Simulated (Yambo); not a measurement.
TlBr (CsCl type, space group Pm-3m, No. 221), G0W0@LDA in Yambo (4×4×4 mesh, plasmon pole; 10 Ry block, no terminator). The number N of bands in W and G is varied.

| N | x = 1/N | gap X → X (eV) | shift of the valence edge (eV) |
|---|---|---|---|
| 47 | 0.02128 | 2.750 | -0.460 |
| 75 | 0.01333 | 2.873 | -0.720 |
| 109 | 0.00917 | 2.940 | -0.873 |
| 143 | 0.00699 | ? | ? |

**Question.** Basis-set arguments suggest E = E∞ + A x. Fix A and E∞ from the two rows above the withheld one, predict the row at 143 bands, and test the form.

**Answer.** Gap: A = (2.940 − (2.873))/(0.00917 − 0.01333) = -16.1, E∞ = 3.088 eV, so 2.975 eV is predicted; the run gave 2.976 eV (miss 1 meV). The first two rows have slope -15.5, within 15 % of that. Shift: A = (-0.873 − (-0.720))/(0.00917 − 0.01333) = 36.8, E∞ = -1.210 eV, so -0.953 eV is predicted; the run gave -0.959 eV (miss 6 meV). The first two rows have slope 32.7, within 15 % of that. The other settings are held fixed.

The standard potential for Tl keeps a d shell in the valence without the s and p states of that shell. In tests on such compounds this moved G0W0 gaps by up to about 0.9 eV, so absolute quasiparticle energies here are unreliable; differences between settings are what counts.

Spin-orbit coupling is not included.

Geometry of the Materials Project entry, not relaxed at this level; primitive cell a = 3.9999 Å, b = 3.9999 Å, c = 3.9999 Å, α = 90.00°, β = 90.00°, γ = 90.00°.

A shift is the quasiparticle energy of the state minus its LDA energy.
